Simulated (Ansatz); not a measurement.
## Cold compression of Os (bcc type)

```yaml
crystal:
  lattice:
    - [-1.53101, 1.53101, 1.53101]
    - [1.53101, -1.53101, 1.53101]
    - [1.53101, 1.53101, -1.53101]
  atoms:
    - { symbol: Os, position: [0.00000, 0.00000, 0.00000] }
```

The cell comes from a relaxation on PAW files under the same functional, begun from a prototype that needn't be the stable phase.

Its volume is scaled at fixed shape and fractional positions.

All numbers are PBEsol results (scalar-relativistic) from Ansatz 0.2.0, with a Γ-centred 19×19×19 k mesh, Fermi–Dirac smearing of 0.05 eV, no spin polarisation. Methods: LAPW: all electrons, basis error target 1 meV/atom; PAW: frozen-core files, cutoff 420 eV; crystal datasets: all electrons, by PAW datasets that the program makes for each cell; norm-conserving: pseudopotentials, cutoff 1007 eV; PAW (cutoff 300 eV): frozen-core files, cutoff 300 eV.

Energies are extrapolated to zero smearing and count from the unscaled cell; pressure is positive in compression; gaps take the mesh and a band path. No temperature or zero-point motion is included.

Spin–orbit coupling is left out, which matters for the heavy atoms. The PAW files were made under PBE. The structure type is held throughout; the real material can change phase at far lower pressure.

| V/V0 | V (Å³/atom) | P LAPW (GPa) | ΔE LAPW (eV/atom) | P PAW − LAPW (GPa) | ΔE PAW − LAPW (meV/atom) |
| --- | --- | --- | --- | --- | --- |
| 1.00 | 14.35 | -0.04 | 0.000 | 0.04 | 0.0 |
| 0.95 | 13.64 | ? | ? | ? | ? |
| 0.85 | 12.20 | 90.8 | 0.523 | 0.29 | 1.9 |
| 0.75 | 10.77 | 213.4 | 1.831 | 0.74 | 6.3 |
| 0.65 | 9.33 | 437.9 | 4.645 | 1.86 | 17.3 |
| 0.55 | 7.90 | 869.4 | 10.279 | 4.11 | 43.2 |
| 0.45 | 6.46 | 1770 | 21.589 | 7.23 | 93.6 |
| 0.40 | 5.74 | 2597 | 31.228 | 10.12 | 132.1 |

Q: Fit the Vinet equation to the LAPW pressures shown (residuals weighted by 1/(|P| + 0.03·Pmax)), and predict the pressure of the withheld row.

A: The fit gives V0 = 14.36 Å³/atom, B0 = 371 GPa and B0′ = 4.96. At 13.64 Å³/atom, x = (V/V0)^(1/3) = 0.9829, and P = 3·B0·(1 − x)/x²·exp[1.5·(B0′ − 1)·(1 − x)] = 21.8 GPa. The run itself gave 22.1 GPa (-1.5 % off) and ΔE = 0.047 eV/atom.

Q: From the table, what is the rise of the enthalpy H = E + pV up to the last row, and how stiff is the crystal between the last two rows?

A: ΔH = 31.228 eV + (2597 GPa × 5.74 Å³ + 0.04 GPa × 14.35 Å³) × 0.006242 eV/(GPa·Å³) = 124.31 eV/atom, of which pV makes 75 %. The mean bulk modulus there is −ΔP/Δln V = 7020 GPa.

Q: At the smallest volume, how far do crystal datasets and norm-conserving and PAW (cutoff 300 eV) lie from LAPW in pressure?

A: crystal datasets: 0.00 GPa; norm-conserving: -5.62 GPa; PAW (cutoff 300 eV): +13.41 GPa, on a LAPW pressure of 2597 GPa.

Q: How do the Löwdin populations by LAPW change from the unscaled cell to the last row?

A: Os 5s 1.98 → 1.86, Os 6s 0.94 → 0.60, Os 5p 6.00 → 5.92, Os 5d 6.91 → 7.47 electrons an atom. These are projections on the shells that the free atoms fill; 0.18 e a cell lies outside them at the start and 0.16 e at the end.
